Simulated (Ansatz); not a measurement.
**Two states of Eu**

```
CELL_PARAMETERS angstrom
-4.52400 4.52400 4.52400
2.26200 -2.26200 2.26200
2.26200 2.26200 -2.26200
ATOMIC_POSITIONS crystal
Eu 0.00000 0.00000 0.00000
Eu 0.50000 0.00000 0.00000
```

Single point in Ansatz 0.2.0 with r2SCAN. Cutoff 500 eV, PAW datasets, 4×8×8 Γ-centred k mesh, cold filling (width 0.0776 eV).

State A: Eu1 up, Eu2 up (collinear spin). State B: Eu1 up, Eu2 down (collinear spin).

Question: Which state is lower, and how do they differ?

Answer: State A is lower by 31.2 meV an atom at zero smearing; in free energy at this smearing B lies +30.5 meV an atom from A.

```
state  free energy (meV/atom)  largest moment in a small sphere (μB)  net moment (μB/cell)  gap on mesh (eV)  pressure (GPa)  largest force (eV/Å)
    A                     0.0                                   7.27                 15.52             metal            -0.7                  0.00
    B                    30.5                                   7.14                  0.12             metal            -0.8                  0.00
```

Origin: a database entry at a rescaled volume. Caveats: f shells without a U or exact exchange are poorly placed.
